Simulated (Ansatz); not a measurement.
HfSiSe (space group P4/nmm)

```
CELL_PARAMETERS angstrom
      3.57640     0.00000     0.00000
      0.00000     3.57640     0.00000
      0.00000     0.00000     8.25557
ATOMIC_POSITIONS crystal
  Hf 0.00000 0.50000 0.74453
  Hf 0.50000 0.00000 0.25547
  Si 0.00000 0.00000 0.00000
  Si 0.50000 0.50000 0.00000
  Se 0.50000 0.00000 0.62081
  Se 0.00000 0.50000 0.37919
```

The slice is a (0 -1 1) plane (indices of the conventional cell) through the point (0.000, 0.500, 0.745) (fractional), spanned by u = [100] and v = [011] in vectors of this cell: u (3.58 Å) and v (9.00 Å, at 90° to u). It covers one period; positions are fractions (u, v).

These are PBEsol (plane waves to 420 eV, PAW, scalar-relativistic; Ansatz, an electronic-structure program) values and carry that method's errors. k mesh 13×13×6. Near the nuclei the fields are pseudised (PAW); where an atom keeps semicore shells as valence, they peak there. HfSiSe is run without spin polarisation. HfSiSe was relaxed with its symmetry unable to fall. Spin-orbit coupling is left out, though Hf is heavy.

Problem. Predict the map of the valence electron density on the slice.

Solution. 
| v \ u | 0.00 | 0.10 | 0.20 | 0.30 | 0.40 | 0.50 | 0.60 | 0.70 | 0.80 | 0.90 |
|---|---|---|---|---|---|---|---|---|---|---|
| 0.88 | -0.5 | -0.6 | -0.7 | -0.7 | -0.7 | -0.6 | -0.7 | -0.7 | -0.7 | -0.6 |
| 0.75 | -0.7 | -0.7 | -0.8 | -0.8 | -0.8 | -0.7 | -0.8 | -0.8 | -0.8 | -0.7 |
| 0.62 | -0.6 | -0.6 | -0.7 | -0.6 | -0.4 | -0.3 | -0.4 | -0.6 | -0.7 | -0.6 |
| 0.50 | -0.8 | -0.8 | -0.4 | 0.6 | 1.3 | 1.5 | 1.3 | 0.6 | -0.4 | -0.8 |
| 0.38 | -0.5 | -0.5 | -0.5 | -0.6 | -0.5 | -0.5 | -0.5 | -0.6 | -0.5 | -0.5 |
| 0.25 | -0.4 | -0.4 | -0.4 | -0.4 | -0.4 | -0.5 | -0.4 | -0.4 | -0.4 | -0.4 |
| 0.12 | -0.4 | -0.5 | -0.5 | -0.6 | -0.6 | -0.5 | -0.6 | -0.6 | -0.5 | -0.5 |
| 0.00 | 1.5 | 1.3 | 0.6 | -0.4 | -0.8 | -0.8 | -0.8 | -0.4 | 0.6 | 1.3 |

Values: log₁₀ of the valence density in e/Å³. The scale is logarithmic, as a density can span decades between atoms and voids.
